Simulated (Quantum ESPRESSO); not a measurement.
## Band energies of BaAlGeH at +1 % biaxial strain

```xyz
4
Lattice="4.3735 0.0000 0.0000 -2.1867 3.7875 0.0000 0.0000 0.0000 5.0387" Properties=species:S:1:pos:R:3 pbc="T T T"
H      0.0000     0.0000     4.9420
Al     0.0000     0.0000     3.2003
Ge     2.1867     1.2625     2.7828
Ba     0.0000     2.5250     0.4926
```

norm-conserving PBEsol (Quantum ESPRESSO, 78 Ry, no spin-orbit coupling); path ΓMKΓALHA,LM,KH; energies in eV from the valence-band maximum.

```csv
k (1/Å),point,band 10,band 11,band 12,band 13,band 14,band 15,band 16,band 17
0.00,Γ,-9.32,-4.22,-0.70,-0.63,-0.63,0.92,3.15,3.15
0.36,,-8.78,-4.63,-2.00,-0.87,-0.63,1.52,2.87,3.31
0.71,,-7.76,-5.71,-2.92,-1.19,-0.55,0.78,2.48,3.12
0.83,M,-7.61,-5.87,-2.98,-1.21,-0.55,0.70,2.46,3.09
1.07,,-7.52,-5.73,-2.98,-2.15,-0.54,1.06,2.62,3.52
1.31,K,-7.39,-5.60,-3.20,-2.54,-0.69,1.16,2.91,3.68
1.52,,-7.63,-5.51,-2.87,-2.41,-0.59,1.29,2.43,3.83
1.84,,-8.58,-4.79,-2.13,-1.35,-0.59,2.13,2.43,2.58
2.16,,-9.27,-4.25,-0.92,-0.67,-0.66,1.23,2.93,3.14
2.27,Γ,-9.32,-4.22,-0.70,-0.63,-0.63,0.92,3.15,3.15
2.58,,-8.86,-4.72,-0.46,-0.46,-0.43,1.18,2.21,2.21
2.89,A,-8.35,-5.27,-0.23,-0.23,0.00,1.17,1.73,1.73
3.20,,-8.27,-4.94,-2.23,-0.95,-0.53,1.51,2.74,2.92
3.62,,-7.98,-5.23,-3.33,-1.74,-0.83,1.58,3.84,4.62
3.72,L,-7.95,-5.31,-3.33,-1.77,-0.80,1.59,3.84,4.57
3.96,,-7.84,-5.55,-3.21,-2.02,-0.66,2.48,3.67,4.62
4.20,H,-7.69,-5.84,-3.09,-2.20,-0.49,3.26,3.68,4.55
4.29,,-7.73,-5.77,-3.11,-2.17,-0.53,3.32,3.51,4.55
4.68,,-8.15,-4.85,-3.03,-1.56,-0.74,2.04,3.21,3.41
4.96,,-8.32,-5.12,-1.39,-0.64,-0.17,1.49,2.28,2.49
5.16,A,-8.35,-5.27,-0.23,-0.23,0.00,1.17,1.73,1.73
5.16,L,-7.95,-5.31,-3.33,-1.77,-0.80,1.59,3.84,4.57
5.51,,-7.74,-5.70,-3.02,-1.46,-0.65,0.74,2.91,3.72
5.78,M,-7.61,-5.87,-2.98,-1.21,-0.55,0.70,2.46,3.09
5.78,K,-7.39,-5.60,-3.20,-2.54,-0.69,1.16,2.91,3.68
5.99,,-7.47,-5.66,-2.98,-2.73,-0.64,1.77,3.27,3.86
6.40,H,-7.69,-5.84,-3.09,-2.20,-0.49,3.26,3.68,4.55
```

The PBEsol gap is 0.62 eV; at least one edge lies off the plotted path, at a point of the SCF mesh. The smallest direct gap is 1.11 eV.

Spin-orbit splittings are left out.

Geometry strained from the cell relaxed with PBEsol, atoms relaxed again.
